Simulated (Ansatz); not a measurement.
Lu (hcp, Mg type)

```yaml
crystal:
  lattice:
    - [3.50429, 0.00000, 0.00000]
    - [-1.75215, 3.03481, 0.00000]
    - [0.00000, 0.00000, 5.45222]
  atoms:
    - { symbol: Lu, position: [0.33333, 0.66667, 0.75000] }
    - { symbol: Lu, position: [0.66667, 0.33333, 0.25000] }
```

In this cell atom 1 (Lu, nearest neighbour Lu at 3.395 Å; its periodic images, 3.5 Å or more away, move with it) is moved by s along Cartesian [110], unit vector (0.707, 0.707, 0.000); all other atoms and the cell stay fixed.

Method: r2SCAN (plane waves to 500 eV, PAW, scalar-relativistic; Ansatz, a first-principles code). k mesh 12×12×7 (Γ-centred), Fermi-Dirac smearing 0.05 eV. With partly filled bands, energies and forces of such displacements shift with the k mesh and the smearing. F∥ is the force on the atom along that direction. Lu is run without spin polarisation. Lu was relaxed with its symmetry unable to fall. 

```tsv
s (Å)	F∥ (eV/Å)
-0.340	0.550
-0.272	0.441
-0.204	0.329
-0.136	0.219
-0.068	0.107
0.000	0.000
0.068	-0.099
0.136	-0.196
0.204	-0.291
0.272	-0.378
0.340	-0.457
```

Task: What is the force constant k = d²E/ds² of this move at s = 0?

Result: 1.51 eV/Å². The forces along the line at the two nearest points give (0.107 − (-0.099)) / (2·0.068) = 1.51 eV/Å²; the next pair corrects for the finite step.

(A displaced cell: forces are minus the slopes of the energy, force constants its curvatures, and phonons follow from these.)
